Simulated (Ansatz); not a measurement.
LiAu₄Se₄Cl₄O₁₂: ¹⁹⁷Au nuclear quadrupole resonance

Cell: a computed structure from the Materials Project (it need not be an observed phase).

```
Li Se Au Cl O
1.0
     4.48472    0.00000    0.00000
    -0.65233   10.11290    0.00000
    -0.08411   -1.74983   10.86014
Li Se Au Cl O
1 4 4 4 12
Direct
  0.03416 0.36943 0.45900
  0.28514 0.85923 0.72901
  0.79673 0.70939 0.08652
  0.21126 0.29450 0.91041
  0.73600 0.12250 0.27129
  0.99103 0.57300 0.80551
  0.01980 0.99913 0.99599
  0.99377 0.42474 0.19464
  0.02415 0.99426 0.49783
  0.68762 0.50151 0.36182
  0.30526 0.49391 0.64363
  0.77157 0.18994 0.55614
  0.28673 0.80683 0.44273
  0.35733 0.94451 0.87683
  0.30537 0.35928 0.06269
  0.96678 0.75464 0.74483
  0.93752 0.16744 0.92228
  0.93295 0.39266 0.86641
  0.08729 0.82657 0.06578
  0.68524 0.63852 0.93689
  0.02481 0.25244 0.27959
  0.08964 0.98775 0.67883
  0.05817 0.60505 0.13043
  0.68762 0.05651 0.11820
  0.96021 0.00126 0.31510
```

Sites (sets of like atoms) are named by element and the number of their first atom in this list.

All values are calculated (Ansatz; DFT, r2SCAN, plane waves and PAW, scalar-relativistic, 500 eV cutoff, Γ-centred 8×4×3 k-points, Fermi–Dirac smearing 0.05 eV), not measured.

¹⁹⁷Au: I = 3/2, Q = 547.0 mb (year-2017 value). Static lattice, zero field.

(1) At which frequencies do the ¹⁹⁷Au NQR lines lie?

Answers

(1) For I = 3/2 there is one line, ν = (|C_Q|/2)(1 + η²/3)^½.

| site | atoms | V_zz (10²¹ V/m²) | C_Q (MHz) | η | line frequencies (MHz) |
| --- | --- | --- | --- | --- | --- |
| Au6 | 6 | 2.45 | 32.4 | 0.72 | 17.5 |
| Au7 | 7 | -4.36 | -57.7 | 0.52 | 30.1 |
| Au8 | 8 | -6.65 | -87.9 | 0.72 | 47.6 |
| Au9 | 9 | -5.20 | -68.8 | 0.50 | 35.8 |

At this cell the principal stresses reach 5 GPa in size with r2SCAN, which can matter for small gradients. The largest force is 1.1 eV/Å, so the atoms aren't at the calculated equilibrium and relaxing them would move these values. The run finds no gap above 0.1 eV (a metal, or nearly one), so the gradients can move by 10 % or more with the k-mesh. Spin–orbit coupling is left out, which shifts gradients on Au by a few per cent in wide-gap crystals, and can shift them far more where the calculated gap is small or absent, as here. With these PAW files V_zz is typically within 2 to 3 % of all-electron values, but misses above 10 % occur on Au.
